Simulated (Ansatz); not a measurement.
Data:

AlNi3:
```cif
data_AlNi3
_chemical_formula_sum 'Al1 Ni3'
_space_group_name_H-M_alt 'P 1'
_space_group_IT_number 1
_cell_length_a 3.96247
_cell_length_b 3.96247
_cell_length_c 3.96247
_cell_angle_alpha 60.000
_cell_angle_beta 60.000
_cell_angle_gamma 60.000
loop_
_space_group_symop_operation_xyz
  'x, y, z'
loop_
_atom_site_label
_atom_site_type_symbol
_atom_site_fract_x
_atom_site_fract_y
_atom_site_fract_z
_atom_site_occupancy
Al1 Al 0.50000 0.50000 0.50000 1
Ni1 Ni 0.25000 0.25000 0.25000 1
Ni2 Ni 0.75000 0.75000 0.75000 1
Ni3 Ni 0.00000 0.00000 0.00000 1
```

This is the r²SCAN-relaxed structure.

Q: All from the program Ansatz at the r²SCAN level (PAW), unless another level is named. Predict the formation energy from the elements (no fitted shifts).

A: -0.35 eV/atom.

Q: What about the density of states at the Fermi level?

A: 0.59 states/eV per atom (mean over ±0.08 eV).

Space group Fm-3m. The first step of the workflow began from a Materials Project structure, measured or hypothetical; the Crystallography Open Database copy checked does not list it. With Al and Ni taken as one species the cell has the higher symmetry Im-3m, so it may be an ordered model of a mixed-site phase. It is not the phase usual at ambient conditions (space group No. 221). The r²SCAN relaxation kept the symmetry of its start. At this level the phase is mechanically unstable. No spin polarisation was allowed. The references are the lowest solids computed at this level, not always the standard phases.

Potentials: the later of the program's two PAW sets.
